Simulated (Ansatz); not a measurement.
Input file for Ansatz (a program for electronic structure):

Ansatz 0.2 input:
```yaml
crystal:
  lattice:
    - [0.0, 3.0389457259, 3.0389457259]
    - [3.0389457259, 0.0, 3.0389457259]
    - [3.0389457259, 3.0389457259, 0.0]
  atoms:
    - { symbol: Au, position: [0.0, 0.0, 0.0] }
    - { symbol: Au, position: [0.25, 0.25, 0.25] }
kpoints:
  mp_grid: { grid: [12, 12, 12] }
hamiltonian:
  xc: r2scan
  pseudopotentials: { azcp: { folder: ./paw }, kind: paw }
scf:
  occupations: { method: gaussian, width: 0.1 }
checkpoint: { read: metal.run }
output: { write_density: true, elf: true, volumetric_format: npy }
basis: { fft_grid_basis: typed }
```

Output (shortened):

```
Pseudopotentials: kind: paw
Pseudopotential: Au, paw, valence charge 19
Functional definition: r2SCAN
Crystal: 2 atoms, lattice volume = 56.130 Å³
Basis set: ecut = 500 eV, 1411 PW (Γ), exchange–correlation on 128×128×128 points (64 copies of the dense FFT grid, shifted against one another)
Bands: 27, of which v1, the nominal top of the filled ones, is band 19 counted from 1 (18 counted from 0)
Symmetry: 48 space group operations
Space group: Fd-3m (ITA 227), of the structure as read, at distance tolerance 3.8e-5 Å
k-points: 72 of 1728
PAW frozen core: Au, regenerated for the run's functional
Initial density: read from a saved state, or passed on in memory by an earlier SCF of this step, an earlier step, the calling program or the single point that …
Stability of the state it starts from, as read at its close in the unpolarized treatment …
Initial wavefunctions: pseudopotential atomic-orbital guess
Eigensolver: davidson
Functional: x = r2scan, c = r2scan; τ floored in thin density (d = 2e-4 eV/Å³)
iter 1 solved again at ethr=3.65e-8 eV; its pass at ethr=3.10e-3 eV (dr2=1.39e-5 eV) is discarded
SCF iter   1: F=—  HF=-26328.686043 eV  |F-HF|=—  |Δ(HF+E_count)|=         —  Δρ=3.33e-7  dr2=3.61e-11  dr2_τ=1.73e-11  ethr=3.65e-8  ⟨swp⟩=4.1  Hψ=13979  notcnv=0
all-band conjugate gradients solve this SCF's bands
preconditioner: auto → none
SCF iter   2: F=-26328.686043 eV  HF=-26328.686043 eV  |F-HF|=8.37e-11  |Δ(HF+E_count)|=   8.25e-9  Δρ=4.57e-7  dr2=1.04e-10  dr2_τ=1.82e-11  ethr=1.00e-12  ⟨swp⟩=6.7  Hψ=8341  notcnv=0
SCF 1 converged in 2 iterations: F = -26328.686043 eV  dr2 = 1.04e-10
SCF converged after 2 iterations
Free energy (F): -26328.686043 eV
Harris-Foulkes:  -26328.686043 eV  (|F-HF|=8.37e-11)
Internal energy: -26328.683617 eV  (E = F + TS)
E sigma→0 (E₀):  -26328.684830 eV
Entropy (-TS):   -0.002426 eV (-1.213 meV/atom)
Fermi energy:    9.737056 eV
--- Per-component energies (eV) ---
  E_band       = -818.507467
  E_kinetic    = 1157.931152
  E_local      = -5502.093151  (includes V_loc(G=0)·N_el)
  E_nonlocal   = 199.642747
  E_hartree    = 2345.250878
  E_xc         = -408.959515
  E_vxc        = -579.152205  (∫ρ·V_xc dr)
  E_paw        = -19512.906133  (= ΣΔE_a)
  E_vpaw       = -825.975319  (= ΣTr[D̂ρ^β])
  E_aug_tail   = 0.000017  (compensation charges beyond the density's cutoff)
  E_vtau       = 40.636637  (kinetic-family band-sum trace: ∫τ·v_τ [+ j·A + Jᵃ·Aᵃ] dr)
  E_ewald      = -4607.196716
  E_core_change = -0.352896  (= ΣΔE_core)
  E_smearing   = -0.002426  (= −TS)
  E_closure    = 0.000000  (closes the sum)
  Σ components = -26328.686043   (vs F -26328.686043, Δ=0.00e0)
  [band-id]    e_kinetic+e_local+e_nonlocal+2·e_hartree+e_vxc+e_vpaw+e_augmentation_tail+e_vtau = -818.508366   (vs E_band -818.507467, Δ=-8.99e-4)
--- Band table (eV; the first three rows and the last of 72) ---
  k-point 0: bands = ["-96.9672", "-96.9315", "-47.8362", "-47.8362", "-47.8362", "-47.6454", "-47.6454", "-47.6454", "3.4405", "5.2720", "5.2720", "5.2973", "5.2973", "5.2973", "7.2512", "7.2512", "7.2512", "8.2874", "8.2874", "18.8342", "19.8437", "19.8895", "19.8895", "19.8895", "20.8918", "20.8918", "20.8918"]
  k-point 1: bands = ["-96.9668", "-96.9320", "-47.8374", "-47.8374", "-47.8353", "-47.6464", "-47.6443", "-47.6443", "3.5261", "5.1654", "5.1654", "5.2908", "5.4288", "5.4288", "7.2345", "7.2392", "7.2392", "8.2911", "8.2911", "17.6536", "19.2088", "19.3714", "19.3714", "20.3054", "21.3948", "21.3948", "22.1983"]
  k-point 2: bands = ["-96.9655", "-96.9333", "-47.8405", "-47.8405", "-47.8327", "-47.6492", "-47.6412", "-47.6412", "3.7684", "5.0914", "5.0914", "5.2737", "5.5626", "5.5626", "7.2106", "7.2219", "7.2219", "8.2951", "8.2951", "15.6607", "18.6051", "18.6051", "18.9275", "21.1861", "21.6812", "21.9557", "21.9557"]
  k-point 71: bands = ["-96.9494", "-96.9494", "-47.8683", "-47.8683", "-47.7414", "-47.7414", "-47.6134", "-47.6134", "4.8350", "4.8350", "5.3195", "5.3195", "6.3560", "6.3560", "6.5927", "6.5927", "8.5833", "8.5833", "10.0171", "10.0171", "12.7229", "12.7229", "21.5917", "21.5917", "22.1691", "22.1691", "28.5335"]
  band table: 27 of 27 bands, residual norms ≤ 1.0e-3 eV
```

Cost: very roughly 8 core-seconds on shared cores.

The start of the workflow was typed in or built on a structure type; neither database checked (COD, Materials Project) lists it. It is not the phase usual at ambient conditions (space group No. 225). The r²SCAN relaxation kept the symmetry of its start. At this level the phase is mechanically unstable. Spin–orbit coupling is left out wherever it is not named.

Potentials: the earlier of the program's two PAW sets.

Ansatz is a plane-wave DFT program.
